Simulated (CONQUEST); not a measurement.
Band structure of CoSi₂ (Fm-3m, 12 atoms in the cell; from Materials Project mp-2379).

```xyz
12
Lattice="5.3128 0.0000 0.0000 0.0000 5.3128 0.0000 0.0000 0.0000 5.3128" Properties=species:S:1:pos:R:3 pbc="T T T"
Co     0.0000     0.0000     0.0000
Co     0.0000     2.6564     2.6564
Co     2.6564     0.0000     2.6564
Co     2.6564     2.6564     0.0000
Si     1.3282     1.3282     3.9846
Si     1.3282     3.9846     3.9846
Si     1.3282     3.9846     1.3282
Si     1.3282     1.3282     1.3282
Si     3.9846     1.3282     1.3282
Si     3.9846     3.9846     1.3282
Si     3.9846     3.9846     3.9846
Si     3.9846     1.3282     3.9846
```

All values come from this method and carry its errors: PBEsol, numerical atomic orbitals double-zeta with polarisation (the shipped basis), PseudoDojo norm-conserving potentials made for PBEsol in CONQUEST 1.3.

Settings: basis = DZP; Diag.MPMeshX, Y, Z = 3 3 3; potentials = PseudoDojo norm-conserving PBEsol; Grid.GridCutoff = 140 Ha; DM.SolutionMethod = diagon; Diag.SmearingType = 1; Diag.kT = 0.003675 Ha; Diag.GammaCentred = true; Diag.MPOrder = 0; minE.SCTolerance = 1.0e-06; SC.MaxIters = 100; SC.LinearMixingFactor = 0.5; SC.KerkerPreCondition = true; SC.KerkerFactor = 0.3 1/bohr.

The program uses no crystal symmetry, so grid and mesh can part values that symmetry would make equal. The atom-centred basis is finite, which shifts total energies, pressures and forces against plane waves. The run has no spin polarisation, so moments on Co cannot form. The structure comes from a collection of computed structures, made at another level of theory; the collection holds predicted forms beside known ones. No clean gap shows at this smearing width and mesh (spacing up to 0.39 Å⁻¹); the mesh is coarse for partly filled bands, so the values carry mesh errors.

Points are given in units of this cell's reciprocal vectors. Levels in eV from the Fermi level, bands 47 to 52:
```json
[
 {"point": "Γ (0 0 0)", "47": "-1.11", "48": "-1.11", "49": "-1.11", "50": "1.23", "51": "1.94", "52": "1.94"},
 {"point": "X (0 0.5 0)", "47": "-0.17", "48": "-0.17", "49": "-0.17", "50": "-0.17", "51": "-0.11", "52": "-0.11"},
 {"point": "M (0.5 0.5 0)", "47": "-0.93", "48": "-0.93", "49": "0.47", "50": "0.47", "51": "0.47", "52": "0.47"},
 {"point": "R (0.5 0.5 0.5)", "47": "-0.42", "48": "-0.42", "49": "-0.42", "50": "-0.42", "51": "-0.42", "52": "-0.42"}
]
```

4 bands cross the Fermi level along this path, so the cell has no gap at this level.

The Fermi level comes from the SCF mesh, which can miss band crossings, so its place against them is uncertain.

Higher empty bands are left out: an atom-centred basis made for the valence describes them poorly.

The labels belong to the zone of the cell as typed, which is larger than the primitive one, so the bands are folded: a gap that looks direct here can be indirect in the primitive zone.
